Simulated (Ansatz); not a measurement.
The calculation used Ansatz 0.2.0, DFT PBE, scalar-relativistic, plane waves, PAW. All cells share a 420 eV cutoff and Γ-centred k meshes spaced at most about 0.3 Å⁻¹ (about 0.25 or finer for metals, 2π included). No spin polarisation in the final relaxations.

All energies are static (0 K, no zero-point motion).

Two relaxed structures of Zn2CdTe3:

A.

```xyz
6
Lattice="7.1721 0.0000 0.0000 -3.5860 6.2112 0.0000 0.0000 0.0000 3.9353" Properties=species:S:1:pos:R:3 pbc="T T T"
Zn    0.0000    4.1408    0.0000
Zn    3.5860    2.0704    0.0000
Cd    0.0000    0.0000    0.0000
Te    3.5860    0.0000    1.9676
Te   -1.7930    3.1056    1.9676
Te    1.7930    3.1056    1.9676
```

B.

```xyz
6
Lattice="6.4131 0.0000 0.0000 -3.2065 5.5539 0.0000 0.0000 0.0000 7.7488" Properties=species:S:1:pos:R:3 pbc="T T T"
Zn    0.0000    0.0000    5.1240
Zn    0.0000    0.0000    2.6249
Cd    0.0000    0.0000    0.0000
Te    3.2065    0.0000    0.0000
Te   -1.6033    2.7770    0.0000
Te    1.6033    2.7770    0.0000
```

Question: Which is lower in energy, and by how much?

Answer: A is lower, by 222 meV/atom. A has space group P6/mmm (No. 191), 29.2 Å³/atom and no gap on its mesh; B has space group P6/mmm (No. 191), 46.0 Å³/atom and no gap. Counting Te atoms around Cd and Zn (those within 1.25 times the shortest such distance or 1.15 times the sum of covalent radii; the shortest distance is added where it is long for a bond), A has Zn 6, Cd 12 from 4.1 Å and B has Zn 6 from 4.1 Å, Cd 6. The denser one is the lower, and pressure would at first widen the difference. Even the lower one lies +0.17 eV/atom against the reference forms of the elements (uncorrected), so neither is stable at this level. In A, around Zn lie 6 Te at 2.86 Å, 5 Zn at 3.94–4.14 Å and 3 Cd at 4.14 Å; around Cd lie 2 Cd at 3.94 Å, 12 Te at 4.09 Å and 6 Zn at 4.14 Å; Te is surrounded by 4 Zn at 2.86 Å, 4 Te at 3.59 Å, 2 Te at 3.94 Å and 4 Cd at 4.09 Å. In B, around Zn lie 1 Zn at 2.50 Å, 1 Cd at 2.62 Å and 6 Te at 4.14 Å; Cd has 2 Zn at 2.62 Å and 6 Te at 3.21 Å; Te is surrounded by 2 Cd at 3.21 Å, 4 Te at 3.21 Å and 4 Zn at 4.14 Å. Both come from invented guesses. A third cell relaxed alike, in P4mm, lies 116 meV/atom below the lower of the two.

These runs have no spin–orbit coupling, which can matter for Te. Cells relaxed within their symmetry can be saddle points.
